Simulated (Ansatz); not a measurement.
SnClF: the gap from level to level

A database entry relaxed whole under r2SCAN at zero pressure (Pnma, No. 62):

```
Sn Cl F
1.0
     6.13412    0.00000    0.00000
     0.00000    4.35528    0.00000
     0.00000    0.00000   10.50343
Sn Cl F
4 4 4
Direct
  0.21123 0.25000 0.08338
  0.28877 0.75000 0.58338
  0.71123 0.25000 0.41662
  0.78877 0.75000 0.91662
  0.39386 0.25000 0.86877
  0.10614 0.75000 0.36877
  0.89386 0.25000 0.63123
  0.60614 0.75000 0.13123
  0.39839 0.25000 0.52298
  0.10161 0.75000 0.02298
  0.89839 0.25000 0.97702
  0.60161 0.75000 0.47702
```

Its volume is 23.38 Å³ an atom, +3.5 % against the entry's 22.59, a cell as deposited in COD (1976).

Single points on this cell with plane-wave PAW DFT (Ansatz 0.2.0; r2SCAN 500 eV, hybrids 420 eV; fermi-dirac occupations of width 0.020 eV; no moments): r2SCAN on a 6×6×4 Γ-centred mesh; r2SCAN with spin-orbit coupling on a 4×6×2 Γ-centred mesh; HSE06 on a 4×6×2 Γ-centred mesh; PBE0 on a 4×6×2 Γ-centred mesh.

Problem. What does each level give for gap and charges?

Solution. The runs give:

```tsv
level	gap (eV), or kind	pressure (GPa)	Bader charge of Sn (e)	Bader charge of Cl (e)	Bader charge of F (e)
r2SCAN	3.77	0.0	+1.49	-0.68	-0.81
r2SCAN with spin-orbit coupling	3.73	0.0	+1.49	-0.68	-0.80
HSE06	4.36	0.6	+1.51	-0.70	-0.82
PBE0	5.08	0.5	+1.52	-0.70	-0.82
```

Under r2SCAN the gap is 3.77 eV, over mesh and band path. HSE06 moves it by +0.59 eV and PBE0 by +1.31 eV; PBE0 keeps its exact exchange at long range, which widens the gap over HSE06's by 0.72 eV on their common mesh. Spin-orbit coupling moves the r2SCAN gap by -0.04 eV.

Caveats: the relaxation kept the start's symmetry; HSE06 is read on its mesh and at the zone's corners, PBE0 on its mesh alone; hybrid pressures are good to a few tenths of a GPa; no dispersion correction, so weakly bound layers or chains stand too far apart and gaps read wide; pressure is positive in compression.
